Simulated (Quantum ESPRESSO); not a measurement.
## Mg4F7Cl (input and log of a self-consistent run)

Simulated, not a measurement. The program is pw.x of Quantum ESPRESSO 7.5 (plane-wave density functional theory). The cell is made up: 12 atoms on a fluorite lattice, with randomly drawn elements, strain and displacements, not relaxed. PseudoDojo standard norm-conserving files (v0.5 for PBE, v0.4.1 for LDA and PBEsol) set the functional; there is no spin polarisation, spin-orbit coupling or dispersion term, and the masses in the input are unused placeholders.

Input:

```
&control calculation='scf', pseudo_dir='./dojo.nc.sr.pbe.v0_5.standard.upf', outdir='./o', disk_io='medium', tprnfor=.true., tstress=.true. /
&system ibrav=0, nat=12, ntyp=3, nbnd=54, ecutwfc=105.61755193, nosym=.true., tot_charge=0,
 occupations='smearing', smearing='fd', degauss=0.0018374661
/
&electrons conv_thr=7.350e-09, electron_maxstep=60, /
ATOMIC_SPECIES
Cl 1.0 Cl.upf
F 1.0 F.upf
Mg 1.0 Mg.upf
CELL_PARAMETERS angstrom
5.1029 -0.0375 0.0697
-0.0375 5.1161 -0.008
0.0697 -0.008 4.9359
ATOMIC_POSITIONS angstrom
Mg -0.0554 -0.0178 -0.0458
Mg 0.0887 2.5661 2.4965
Mg 2.6207 -0.0047 2.4882
Mg 2.4731 2.5233 0.0024
F 1.3393 1.326 1.2167
F 1.3502 1.3109 3.7659
F 1.2073 3.8512 1.1998
Cl 1.2719 3.8467 3.7429
F 3.825 1.335 1.2852
F 3.9335 1.3168 3.7594
F 3.7971 3.8112 1.2191
F 3.8817 3.8746 3.7376
K_POINTS automatic
6 6 7 1 1 1
```

The log is shortened where brackets say so; the opening notice, blank lines, dates and the lines on written files are dropped, and the path of the files is cut. It prints rydbergs, bohrs and kilobars, and counts compression as positive stress. With no partly filled state, the Fermi energy that it prints is only some level between the filled and the empty states on the mesh, and need not lie in the true gap.

```
     Program PWSCF v.7.5
     Parallel version (MPI & OpenMP), running on       1 processor cores
     Number of MPI processes:                 1
     Threads/MPI process:                     1
     [start-up lines left out]
     bravais-lattice index     =            0
     lattice parameter (alat)  =       9.6442  a.u.
     unit-cell volume          =     869.3825 (a.u.)^3
     number of atoms/cell      =           12
     number of atomic types    =            3
     number of electrons       =        96.00
     number of Kohn-Sham states=           54
     kinetic-energy cutoff     =     105.6176  Ry
     charge density cutoff     =     422.4702  Ry
     scf convergence threshold =      7.3E-09
     mixing beta               =       0.7000
     number of iterations used =            8  plain     mixing
     Exchange-correlation= PBE
                           (   1   4   3   4   0   0   0)
     [axes and pseudopotential details left out]
   Cartesian axes
     site n.     atom                  positions (alat units)
         1        Mg     tau(   1) = (  -0.0108553  -0.0034878  -0.0089742  )
         2        Mg     tau(   2) = (   0.0173802   0.5028104   0.4891728  )
         3        Mg     tau(   3) = (   0.5135090  -0.0009209   0.4875464  )
         4        Mg     tau(   4) = (   0.4845877   0.4944241   0.0004703  )
         5        F      tau(   5) = (   0.2624270   0.2598210   0.2384044  )
         6        F      tau(   6) = (   0.2645628   0.2568622   0.7379034  )
         7        F      tau(   7) = (   0.2365625   0.7546173   0.2350929  )
         8        Cl     tau(   8) = (   0.2492205   0.7537356   0.7333967  )
         9        F      tau(   9) = (   0.7494836   0.2615845   0.2518265  )
        10        F      tau(  10) = (   0.7707435   0.2580183   0.7366297  )
        11        F      tau(  11) = (   0.7440168   0.7467796   0.2388746  )
        12        F      tau(  12) = (   0.7605936   0.7592024   0.7323582  )
     number of k points=   126  Fermi-Dirac smearing, width (Ry)=  0.0018
     Number of k-points >= 100: set verbosity='high' to print them.
     Dense  grid:   127471 G-vectors     FFT dimensions: (  64,  64,  64)
     Estimated max dynamical RAM per process >     184.32 MB
     Initial potential from superposition of free atoms
     starting charge      95.9968, renormalised to      96.0000
     Starting wfcs are   52 randomized atomic wfcs +    2 random wfcs
     total cpu time spent up to now is       65.0 secs
     per-process dynamical memory:   105.0 Mb
     Self-consistent Calculation
     iteration #  1     ecut=   105.62 Ry     beta= 0.70
     Davidson diagonalization with overlap
     ethr =  1.00E-02,  avg # of iterations =  5.7
     total cpu time spent up to now is      254.2 secs
     total energy              =    -853.99210513 Ry
     estimated scf accuracy    <       1.23246928 Ry
     iteration #  2     ecut=   105.62 Ry     beta= 0.70
     Davidson diagonalization with overlap
     ethr =  1.28E-03,  avg # of iterations =  2.0
     total cpu time spent up to now is      458.2 secs
     total energy              =    -854.35336220 Ry
     estimated scf accuracy    <       0.70342663 Ry
     iteration #  3     ecut=   105.62 Ry     beta= 0.70
     Davidson diagonalization with overlap
     ethr =  7.33E-04,  avg # of iterations =  2.0
     total cpu time spent up to now is      664.5 secs
     total energy              =    -854.49196767 Ry
     estimated scf accuracy    <       0.00689382 Ry
     iteration #  4     ecut=   105.62 Ry     beta= 0.70
     Davidson diagonalization with overlap
     ethr =  7.18E-06,  avg # of iterations =  5.9
     total cpu time spent up to now is      892.0 secs
     total energy              =    -854.49308717 Ry
     estimated scf accuracy    <       0.00150444 Ry
     iteration #  5     ecut=   105.62 Ry     beta= 0.70
     Davidson diagonalization with overlap
     ethr =  1.57E-06,  avg # of iterations =  2.0
     total cpu time spent up to now is     1095.0 secs
     total energy              =    -854.49330088 Ry
     estimated scf accuracy    <       0.00021493 Ry
     iteration #  6     ecut=   105.62 Ry     beta= 0.70
     Davidson diagonalization with overlap
     ethr =  2.24E-07,  avg # of iterations =  2.0
     total cpu time spent up to now is     1272.3 secs
     total energy              =    -854.49332372 Ry
     estimated scf accuracy    <       0.00001853 Ry
     iteration #  7     ecut=   105.62 Ry     beta= 0.70
     Davidson diagonalization with overlap
     ethr =  1.93E-08,  avg # of iterations =  2.0
     total cpu time spent up to now is     1448.4 secs
     total energy              =    -854.49332934 Ry
     estimated scf accuracy    <       0.00000125 Ry
     iteration #  8     ecut=   105.62 Ry     beta= 0.70
     Davidson diagonalization with overlap
     ethr =  1.30E-09,  avg # of iterations =  2.0
     total cpu time spent up to now is     1621.3 secs
     total energy              =    -854.49332928 Ry
     estimated scf accuracy    <       0.00000068 Ry
     iteration #  9     ecut=   105.62 Ry     beta= 0.70
     Davidson diagonalization with overlap
     ethr =  7.06E-10,  avg # of iterations =  2.0
     total cpu time spent up to now is     1814.1 secs
     total energy              =    -854.49332935 Ry
     estimated scf accuracy    <       0.00000003 Ry
     iteration # 10     ecut=   105.62 Ry     beta= 0.70
     Davidson diagonalization with overlap
     ethr =  3.34E-11,  avg # of iterations =  2.0
     total cpu time spent up to now is     1986.7 secs
     End of self-consistent calculation
     Number of k-points >= 100: set verbosity='high' to print the bands.
     the Fermi energy is     8.5132 ev
!    total energy              =    -854.49332936 Ry
     estimated scf accuracy    <          6.0E-10 Ry
     smearing contrib. (-TS)   =       0.00000000 Ry
     internal energy E=F+TS    =    -854.49332936 Ry
     The total energy is F=E-TS. E is the sum of the following terms:
     one-electron contribution =    -439.03347054 Ry
     hartree contribution      =     254.34292630 Ry
     xc contribution           =    -151.25949579 Ry
     ewald contribution        =    -518.54328933 Ry
     convergence has been achieved in  10 iterations
     Forces acting on atoms (cartesian axes, Ry/au):
     atom    1 type  3   force =    -0.07533944    0.08287593    0.07919517
     atom    2 type  3   force =    -0.07630515   -0.07014864   -0.08105587
     atom    3 type  3   force =     0.05461257    0.05309479   -0.05750478
     atom    4 type  3   force =     0.07399147   -0.04951307    0.06242359
     atom    5 type  2   force =    -0.01311215   -0.01038521    0.02527656
     atom    6 type  2   force =     0.00457529   -0.01340562   -0.02330615
     atom    7 type  2   force =     0.00478089    0.00516365    0.03304733
     atom    8 type  1   force =     0.05565343    0.00889557   -0.03417430
     atom    9 type  2   force =     0.01063693   -0.02126271    0.00494626
     atom   10 type  2   force =    -0.00617012   -0.00440764   -0.00330890
     atom   11 type  2   force =    -0.01127444    0.01672556    0.01260328
     atom   12 type  2   force =    -0.02204929    0.00236739   -0.01814218
     Total force =     0.257399     Total SCF correction =     0.000063
     Computing stress (Cartesian axis) and pressure
          total   stress  (Ry/bohr**3)                   (kbar)     P=      141.96
   0.00079796  -0.00003579   0.00000056          117.38       -5.27        0.08
  -0.00003579   0.00075479   0.00008739           -5.27      111.03       12.86
   0.00000056   0.00008739   0.00134240            0.08       12.86      197.47
     init_run     :     55.60s CPU     64.92s WALL (       1 calls)
     electrons    :   1831.08s CPU   1921.67s WALL (       1 calls)
     forces       :     24.41s CPU     24.62s WALL (       1 calls)
     stress       :    102.08s CPU    102.42s WALL (       1 calls)
     [timing details left out]
     PWSCF        :  33m33.90s CPU  35m19.04s WALL
     JOB DONE.
```

In other units: free energy -11625.974 eV for the cell, pressure 14.20 GPa, largest force component 2.131 eV/Å. This run is the check on a run of the same cell at 1143 eV and a 4 x 4 x 5 mesh: rerunning at 1437 eV and a 6 x 6 x 7 mesh moved values by no more than 0.005 eV in energy, 0.03 GPa in stress and 0.003 eV/Å in force.